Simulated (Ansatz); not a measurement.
## Y₃Si₅: computed property card

Y$_{3}$Si$_{5}$:
```
CELL_PARAMETERS angstrom
      6.49870     0.00000     0.00000
     -3.24935     5.62804     0.00000
      0.00000     0.00000     4.15446
ATOMIC_POSITIONS crystal
  Y  0.00000 0.64556 0.00000
  Y  0.64556 0.00000 0.00000
  Y  0.35444 0.35444 0.00000
  Si 0.66667 0.33333 0.50000
  Si 0.33333 0.66667 0.50000
  Si 0.00000 0.26261 0.50000
  Si 0.26261 0.00000 0.50000
  Si 0.73739 0.73739 0.50000
```

Space group P-62m (No. 189); conventional cell a = 6.499 Å, b = 6.499 Å, c = 4.154 Å, α = 90.00°, β = 90.00°, γ = 120.00°.

Method: DFT-PBEsol in the program Ansatz with PAW potentials. The cell and atoms are relaxed at this level. Other levels are named where they apply.

Cell and energy:

```json
{
 "volume_per_atom": "18.99 Å³",
 "density": "4.45 g/cm³",
 "Formation energy from the elements (no fitted shifts)": "-0.77 eV/atom"
}
```

Electronic structure:

```json
{
  "electronic_character": "metallic (no gap)",
  "Density of states at the Fermi level": "0.35 states/eV per atom (mean over ±0.08 eV)",
  "Gap with spin–orbit coupling": "none (metallic)"
}
```

Mechanics:

```json
{
 "Bulk modulus (Birch–Murnaghan fit)": "86.7 GPa",
 "Pressure derivative B′": "5.3",
 "Elastic constants (relaxed ions, GPa)": "C11 = 169, C12 = 19.4, C13 = 62.0, C33 = 179, C44 = 88.2",
 "mechanical_stability": "stable (all eigenvalues of C positive)",
 "hill_bulk_and_shear_moduli": "88.4 and 73.4 GPa",
 "Young's modulus": "172 GPa",
 "Poisson's ratio": "0.17",
 "debye_temperature_from_the_elastic_constants": "499 K"
}
```

Phonons:

```json
{
 "highest_zone_centre_frequency": "396 cm⁻¹",
 "zone_centre_stability": "no imaginary mode at Γ"
}
```

The start of the workflow was typed in or built on a structure type; neither database checked (COD, Materials Project) lists it. Its standing as an ambient phase is unchecked. The PBEsol relaxation kept the symmetry of its start. No spin polarisation was allowed. As this level gives no gap, shear constants depend on the k-mesh and smearing (Fermi–Dirac, 0.1 eV here). As this level gives no gap, phonon frequencies hold no LO–TO term and depend on the k-mesh and smearing (Fermi–Dirac, 0.1 eV here). The references are the lowest solids computed at this level, not always the standard phases. Spin–orbit coupling is left out wherever it is not named.

Potentials: the earlier of the program's two PAW sets. The files were generated under PBE; for other functionals the program regenerates the frozen cores, and for LDA and PBEsol the local potential too.
